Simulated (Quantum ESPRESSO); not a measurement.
# One change at a time to Al2Ga2Mg2Mo2

All numbers below are calculated, not measured. They come from Quantum ESPRESSO 7.5, a public plane-wave density functional program. Each row is one single-point run on a made-up periodic cell of eight metal atoms, with elements, volume, strain and displacements drawn at random and not relaxed, so a cell may be unstable or far from any real phase. There is no spin polarisation or spin-orbit coupling.

Settings: PBE unless stated; PseudoDojo standard norm-conserving files; Fermi-Dirac width 0.25 eV, which means electrons at about 2900 K; cutoff 1143 eV; 5 x 5 x 4 k mesh shifted half a step off Gamma. E is the free energy of the whole cell (internal energy minus TS), so a -TS column is already part of it. Stress is positive in tension, and the pressure P is minus a third of its trace.

Checks: one run of this series was repeated at a higher cutoff and on a denser mesh, which moved values by no more than 0.003 eV, 0.06 GPa and 0.011 eV/Å, and a second program with other atomic files agreed on it to 2 % rms in force and 0.5 GPa in pressure. Known limits: heavy elements are run without spin-orbit coupling, which real alloys of them have; a spin test at this wide smearing found no moment, but such smearing suppresses magnetism that the real alloy may have.

The lattice is hexagonal close-packed, and the cell vectors in Å are (4.380, -2.484, -0.025); (-2.910, -0.029, -4.716); (2.994, 5.097, -0.021), a volume of 140.89 Å³ in run 1. The elements on sites 1 to 8 are Ga Al Al Ga Mo Mg Mo Mg. Each later run makes one change to run 1 and keeps the rest. E is counted from run 1, and is n/a where other atomic files have another zero of energy.

```
run,change,V (Å³),P (GPa),-TS (eV),rms force (eV/Å),largest change of a force component (eV/Å),E (eV)
1,none,140.89,-5.68,-1.081,0.403,0.000,0.000
2,sites 2 and 8 exchanged,140.89,-5.51,-1.105,0.337,0.550,0.220
3,all lengths scaled by -0.75 %,137.75,-3.80,-1.053,0.404,0.033,?
4,LDA in place of PBE,140.89,-11.32,-1.091,0.434,0.093,n/a
5,W on site 4,140.89,-8.61,-1.174,0.483,0.859,n/a
6,site 8 moved by -0.13 Å along y,140.89,-5.51,-1.082,0.402,0.717,0.020
```

## Worked estimate

Along a uniform scaling dE = -P dV. The mean of the two pressures is -4.740 GPa and the volume changes by -3.14 Å³, with 160.2 GPa to one eV/Å³. The same two rows give -V dP/dV = 83 GPa for this cell with clamped atoms, which is not the bulk modulus of a real alloy.

## Withheld value

Question: what E should run 3 give?

The estimate is -0.093 eV. The calculation gave -0.093 eV.
